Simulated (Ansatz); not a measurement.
SiO2 (rutile)

```yaml
crystal:
  lattice:
    - [4.18520, 0.00000, 0.00000]
    - [0.00000, 4.18520, 0.00000]
    - [0.00000, 0.00000, 2.66883]
  atoms:
    - { symbol: Si, position: [0.50000, 0.50000, 0.50000] }
    - { symbol: Si, position: [0.00000, 0.00000, 0.00000] }
    - { symbol: O, position: [0.80610, 0.80610, 0.50000] }
    - { symbol: O, position: [0.30610, 0.69390, 0.00000] }
    - { symbol: O, position: [0.69390, 0.30610, 0.00000] }
    - { symbol: O, position: [0.19390, 0.19390, 0.50000] }
```

Scan: atom 5 (O, nearest neighbour Si at 1.760 Å; its periodic images, 2.7 Å or more away, move with it) is displaced along Cartesian [110], direction (0.707, 0.707, 0.000) in Cartesian axes, by s. The other atoms stay.

Computed with r2SCAN (plane waves to 500 eV, PAW, scalar-relativistic; Ansatz, an electronic-structure program). k mesh 7×7×10 (Γ-centred), Fermi-Dirac smearing 0.05 eV. The energy includes the smearing's −TS. SiO2 was relaxed with its symmetry unable to fall. ΔE is measured from the undisplaced structure.

| s (Å) | ΔE (meV/cell) |
|---|---|
| -0.350 | 800 |
| -0.280 | withheld |
| -0.210 | 283 |
| -0.140 | 125 |
| -0.070 | 31 |
| 0.000 | 0 |
| 0.070 | 31 |
| 0.140 | 125 |
| 0.210 | 283 |
| 0.280 | withheld |
| 0.350 | 800 |

Q: Fit an even polynomial form (powers 2, 4) to the given rows and predict ΔE at s = 0.280.

A: Least squares on the 9 given rows: ΔE = (6351)·s² + (1463)·s⁴, in meV/cell with s in Å; root-mean-square residual 0.1 meV/cell. At 0.280 the fit gives 507 meV/cell; the calculation gives 507 meV/cell, the same to the digits shown. The quadratic term alone would give 498 meV/cell.

(A displaced cell: forces are minus the slopes of the energy, force constants its curvatures, and phonons follow from these.)
